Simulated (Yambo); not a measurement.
Yambo run on Ba2MgMoO6 (space group Fm-3m, No. 225). The wavefunctions are norm-conserving PBEsol (Quantum ESPRESSO, 84 Ry, without SOC) ones on a 2×2×2 mesh (40 occupied bands); a = 5.8070 Å, b = 5.8070 Å, c = 5.8070 Å, α = 60.00°, β = 60.00°, γ = 60.00°.

Yambo input:

```
rim_cut
HF_and_locXC
RandQpts= 1000000
RandGvec= 1 Ry
EXXRLvcs= 84 Ry
VXCRLvcs= 336 Ry
% QPkrange
 1 | 1 | 40 | 41 |
 2 | 2 | 40 | 41 |
 3 | 3 | 40 | 41 |
%
```

k points by index: 1 = Γ, 2 = L, 3 = X.

The o-*.hf file then holds:

```
#    K-point    Band    Eo [eV]    Ehf [eV]    Vxc [eV]    Vnlxc [eV]
#
    1    40    0.000000    -5.067228    -19.59622    -24.66345
    1    41    2.338301    7.229852    -18.16664    -13.27509
    2    40    -0.388581    -5.551743    -19.06110    -24.22426
    2    41    2.471535    7.666862    -18.55845    -13.36313
    3    40    -0.047971    -5.091424    -19.47126    -24.51471
    3    41    1.998638    7.315634    -17.47455    -12.15755
```
Exchange alone, without screening.

Geometry of the Materials Project entry, not relaxed at this level.

The structure is a Materials Project entry; no match was found in the copy of COD used, and its stability was not checked.
